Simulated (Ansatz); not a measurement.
A distorted cell of AlN (wurtzite):

```xyz
8
Lattice="6.2606 0.0000 0.0000 -1.5651 2.7109 0.0000 0.0000 0.0000 5.0180" Properties=species:S:1:pos:R:3 pbc="T T T"
Al     1.6043     0.9263     0.0445
Al     4.6563     0.8810    -0.0107
Al    -0.0392     1.7847     2.5535
Al     3.1695     1.8299     2.4983
N      1.4105     0.8143     3.0980
N      4.8501     0.9929     3.1427
N      0.1547     1.8966     0.5890
N      2.9756     1.7180     0.6337
```

Computed with PBE (plane waves to 420 eV, PAW, scalar-relativistic; Ansatz, a first-principles code). k mesh 6×12×7 (Γ-centred), Fermi-Dirac smearing 0.05 eV. Stress and pressure are positive under compression. AlN was relaxed with its symmetry unable to fall.

### Question
What forces act on the atoms (eV/Å, Cartesian)?

### Answer
| atom | Fx | Fy | Fz |
|---|---|---|---|
| Al1 | -3.496 | -2.019 | -2.159 |
| Al2 | 1.060 | 0.612 | 0.906 |
| Al3 | 3.496 | 2.019 | -2.159 |
| Al4 | -1.060 | -0.612 | 0.906 |
| N5 | 3.123 | 1.803 | 0.941 |
| N6 | -5.500 | -3.175 | 0.312 |
| N7 | -3.123 | -1.803 | 0.941 |
| N8 | 5.500 | 3.175 | 0.312 |

### Question
What is the stress tensor (GPa)?

### Answer
```
   11.7      3.7      0.0
    3.7      7.5      0.0
    0.0      0.0      2.3
```
The pressure, a third of the trace, is 7.2 GPa.

(For displaced atoms, the force is minus the slope of the energy, and its curvature is a force constant, which sets phonon frequencies.)
